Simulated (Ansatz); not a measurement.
Starting cell, GaP (zinc blende):

```
GaP
1.0
    0.00000     5.50603     5.50603
    2.75302     0.00000     2.75302
    2.75302     2.75302     0.00000
P Ga
2 2
Cartesian
  4.12952   4.12952   4.12952
  4.12952   6.88254   6.88254
  0.00000   0.00000   0.00000
  2.75302   2.75302   5.50603
```

A phonon eigenvector at L = (0.5, 0.0, 0.0) is frozen into this cell: atom i moves by Q times the vector below, so Q is the largest atomic displacement, in Å. The cell is held. (q is in reciprocal vectors of the primitive cell; the cell shown is doubled to hold the pattern.)

```csv
atom,x,y,z
P1,-0.577,0.577,0.577
P2,0.577,-0.577,-0.577
Ga3,0.044,-0.044,-0.044
Ga4,-0.044,0.044,0.044
```

Level of theory: PBE (plane waves to 420 eV, PAW, scalar-relativistic; Ansatz, a program for electronic structure). k mesh 5×10×10 (Γ-centred), Fermi-Dirac smearing 0.05 eV. Energies are smeared free energies. GaP was relaxed with its symmetry unable to fall. ΔE is measured from the undisplaced structure.

The scan covers Q from -0.280 to 0.280 Å in 13 points.

**Question.** Which space group does the distorted structure have?

**Answer.** R3m (No. 160), lowered from F-43m.

**Question.** What is the energy change at Q = 0.280 Å?

**Answer.** 1172 meV/cell.

**Question.** What harmonic wavenumber does the curvature at Q = 0 give?

**Answer.** 352 cm⁻¹.

(For displaced atoms, the force is minus the slope of the energy, and its curvature is a force constant, which sets phonon frequencies.)
